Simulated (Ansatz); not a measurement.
Mg₂ZnO₃:
```cif
data_Mg2O3Zn
_chemical_formula_sum 'Mg2 Zn1 O3'
_space_group_name_H-M_alt 'P 1'
_space_group_IT_number 1
_cell_length_a 2.95888
_cell_length_b 2.95888
_cell_length_c 7.21221
_cell_angle_alpha 90.000
_cell_angle_beta 90.000
_cell_angle_gamma 120.000
loop_
_space_group_symop_operation_xyz
  'x, y, z'
loop_
_atom_site_label
_atom_site_type_symbol
_atom_site_fract_x
_atom_site_fract_y
_atom_site_fract_z
_atom_site_occupancy
Mg1 Mg 0.33333 0.66667 0.66624 1
Mg2 Mg 0.66667 0.33333 0.33376 1
Zn1 Zn 0.00000 0.00000 0.00000 1
O1 O 0.33333 0.66667 0.17118 1
O2 O 0.66667 0.33333 0.82882 1
O3 O 0.00000 0.00000 0.50000 1
```

Relaxed with LDA.

Task: Which orbitals make up the states near the band edges in plane-wave PAW LDA (Ansatz code)?

Result: Top 1 eV of the valence band: O 2p 81 %, Zn 3d 16 %. Bottom 1 eV of the conduction band: O 2s 31 %, Zn 4s 29 %, Mg 3s 22 %, O 2p 17 %. Projections are on Löwdin-orthogonalised atomic valence shells; empty p or d shells of many metals are not among them.

Task: Tabulate the density of states.

Result: States/eV per cell of 6 atoms, in 0.25 eV bins, energy from the valence-band maximum.

| E (eV) | total | O 2p | Zn 3d | Zn 4s |
|---|---|---|---|---|
| -6.60 | 0.00 | 0.00 | 0.00 | 0.00 |
| -6.35 | 0.49 | 0.25 | 0.15 | 0.06 |
| -6.10 | 1.56 | 0.77 | 0.51 | 0.18 |
| -5.85 | 2.32 | 1.10 | 0.86 | 0.23 |
| -5.60 | 3.46 | 1.48 | 1.56 | 0.22 |
| -5.35 | 6.99 | 2.86 | 3.61 | 0.14 |
| -5.10 | 4.61 | 1.58 | 2.80 | 0.08 |
| -4.85 | 9.81 | 3.06 | 6.45 | 0.08 |
| -4.60 | 5.20 | 1.64 | 3.31 | 0.06 |
| -4.35 | 5.73 | 0.88 | 4.68 | 0.04 |
| -4.10 | 3.57 | 1.38 | 1.93 | 0.02 |
| -3.85 | 7.31 | 2.67 | 4.11 | 0.17 |
| -3.60 | 3.21 | 1.48 | 1.44 | 0.10 |
| -3.35 | 6.41 | 3.04 | 2.67 | 0.22 |
| -3.10 | 2.63 | 1.81 | 0.52 | 0.04 |
| -2.85 | 2.62 | 2.02 | 0.36 | 0.02 |
| -2.60 | 2.91 | 2.29 | 0.40 | 0.01 |
| -2.35 | 3.35 | 2.75 | 0.39 | 0.01 |
| -2.10 | 4.26 | 3.71 | 0.32 | 0.02 |
| -1.85 | 6.25 | 5.64 | 0.33 | 0.03 |
| -1.60 | 4.88 | 4.48 | 0.23 | 0.01 |
| -1.35 | 4.16 | 3.88 | 0.16 | 0.00 |
| -1.10 | 2.82 | 2.63 | 0.12 | 0.00 |
| -0.85 | 4.10 | 3.40 | 0.57 | 0.00 |
| -0.60 | 5.47 | 4.32 | 0.97 | 0.00 |
| -0.35 | 6.65 | 5.42 | 1.09 | 0.00 |
| -0.10 | 1.23 | 1.03 | 0.18 | 0.00 |
| 0.15 | 0.00 | 0.00 | 0.00 | 0.00 |
| 0.40 | 0.00 | 0.00 | 0.00 | 0.00 |
| 0.65 | 0.00 | 0.00 | 0.00 | 0.00 |
| 0.90 | 0.00 | 0.00 | 0.00 | 0.00 |
| 1.15 | 0.00 | 0.00 | 0.00 | 0.00 |
| 1.40 | 0.00 | 0.00 | 0.00 | 0.00 |
| 1.65 | 0.00 | 0.00 | 0.00 | 0.00 |
| 1.90 | 0.00 | 0.00 | 0.00 | 0.00 |
| 2.15 | 0.00 | 0.00 | 0.00 | 0.00 |
| 2.40 | 0.00 | 0.00 | 0.00 | 0.00 |
| 2.65 | 0.00 | 0.00 | 0.00 | 0.00 |
| 2.90 | 0.00 | 0.00 | 0.00 | 0.00 |
| 3.15 | 0.00 | 0.00 | 0.00 | 0.00 |
| 3.40 | 0.00 | 0.00 | 0.00 | 0.00 |
| 3.65 | 0.04 | 0.00 | 0.00 | 0.01 |
| 3.90 | 0.07 | 0.01 | 0.00 | 0.02 |
| 4.15 | 0.11 | 0.02 | 0.00 | 0.03 |
| 4.40 | 0.17 | 0.04 | 0.00 | 0.05 |
| 4.65 | 0.21 | 0.05 | 0.00 | 0.07 |
| 4.90 | 0.24 | 0.06 | 0.00 | 0.08 |
| 5.15 | 0.27 | 0.07 | 0.00 | 0.10 |
| 5.40 | 0.31 | 0.08 | 0.00 | 0.12 |
| 5.65 | 0.37 | 0.10 | 0.00 | 0.15 |
| 5.90 | 0.46 | 0.12 | 0.00 | 0.19 |
| 6.15 | 0.61 | 0.14 | 0.00 | 0.25 |
| 6.40 | 0.78 | 0.17 | 0.00 | 0.34 |
| 6.65 | 1.06 | 0.21 | 0.00 | 0.47 |
| 6.90 | 1.43 | 0.24 | 0.00 | 0.69 |
| 7.15 | 1.31 | 0.22 | 0.00 | 0.58 |
| 7.40 | 1.43 | 0.21 | 0.00 | 0.53 |
| 7.65 | 1.66 | 0.21 | 0.00 | 0.48 |
| 7.90 | 1.82 | 0.22 | 0.00 | 0.38 |
| 8.15 | 1.39 | 0.14 | 0.00 | 0.10 |

Space group P-3m1. The first step of the workflow began from a Materials Project structure, measured or hypothetical; the Crystallography Open Database copy checked does not list it. With Mg and Zn taken as one species the cell has the higher symmetry Fm-3m, so it may be an ordered model of a mixed-site phase. Its standing as an ambient phase is unchecked. Symmetry was held in the LDA relaxation; phonons on a q-mesh show no instability.

Potentials: the later of the program's two PAW sets.
